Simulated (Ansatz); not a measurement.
Mg:
```cif
data_Mg2
_chemical_formula_sum 'Mg2'
_space_group_name_H-M_alt 'P 1'
_space_group_IT_number 1
_cell_length_a 3.18913
_cell_length_b 3.18913
_cell_length_c 5.10787
_cell_angle_alpha 90.000
_cell_angle_beta 90.000
_cell_angle_gamma 120.000
loop_
_space_group_symop_operation_xyz
  'x, y, z'
loop_
_atom_site_label
_atom_site_type_symbol
_atom_site_fract_x
_atom_site_fract_y
_atom_site_fract_z
_atom_site_occupancy
Mg1 Mg 0.33333 0.66667 0.25000 1
Mg2 Mg 0.66667 0.33333 0.75000 1
```

Relaxed with PBEsol.

Task: Decompose the optical modes at the zone centre into irreducible representations, and say which are infrared and Raman allowed.

Result: Point group 6/mmm: Γ_opt = B1g + E2g. Infrared: none. Raman: E2g.

Task: Assign frequencies (DFPT, the program Ansatz at the PBEsol level (PAW)).

Result: E2g 131, B1g 257 cm⁻¹.

Subscripts of B labels follow the axes of the standard setting.

Space group P6_3/mmc (hcp (Mg type)). Symmetry was held in the PBEsol relaxation. As this level gives no gap, phonon frequencies hold no LO–TO term and depend on the k-mesh and smearing (Fermi–Dirac, 0.1 eV here).

Potentials: the earlier of the program's two PAW sets. The files were generated under PBE; for other functionals the program regenerates the frozen cores, and for LDA and PBEsol the local potential too.
